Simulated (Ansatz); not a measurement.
Be:
```
Be
1.0
   -1.25013     1.25013     1.25013
    1.25013    -1.25013     1.25013
    1.25013     1.25013    -1.25013
Be
1
Cartesian
  0.00000   0.00000   0.00000
```

Relaxed with r²SCAN. Special points in fractions of this cell's reciprocal vectors: Γ (0.000, 0.000, 0.000); H (0.500, -0.500, 0.500); N (0.000, 0.000, 0.500); P (0.250, 0.250, 0.250).

Task: List the band energies nearest the Fermi level at these points for r²SCAN in the plane-wave PAW code Ansatz.

Result: In eV from the Fermi level; about four levels below and three above (degenerate sets whole), none deeper than 8.9 eV; … stands for higher levels left out; points with the same levels are listed once.

```json
[
 {"k": "Γ", "below": "–", "above": "…"},
 {"k": "N", "below": "-5.62", "above": "…"}
]
```

Space group Im-3m (bcc (W type)). The workflow started from a Materials Project entry (that database holds measured and hypothetical structures alike); the Crystallography Open Database copy checked does not list it. It is not the phase usual at ambient conditions (space group No. 194). Symmetry was held in the r²SCAN relaxation; whether a distortion lowers the energy is not shown.

Potentials: the later of the program's two PAW sets.
